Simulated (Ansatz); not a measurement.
Question: Name crystals whose computed values (plane-wave PAW PBE (Ansatz code)) fall in these windows: electron conductivity mass (mₑ) 0.32 to 0.45; B₀ by P(V) fit (GPa) 92 to 120.

Answer: 

```tsv
crystal	electron conductivity mass (mₑ)	B₀ by P(V) fit (GPa)
BeS, rock salt	0.38	107
BeS, P6_422 (Be on 3c, S on 3d)	0.43	99.6
BeS, wurtzite	0.43	92.6
```
Others may fit too.

Typed or built starts, not in the databases checked: BeS, rock salt; BeS, P6_422 (Be on 3c, S on 3d); BeS, wurtzite. All cells were relaxed under the symmetry of their starts (and spin orders); stability against distortions was not tested throughout.

Potentials: the earlier of the program's two PAW sets.
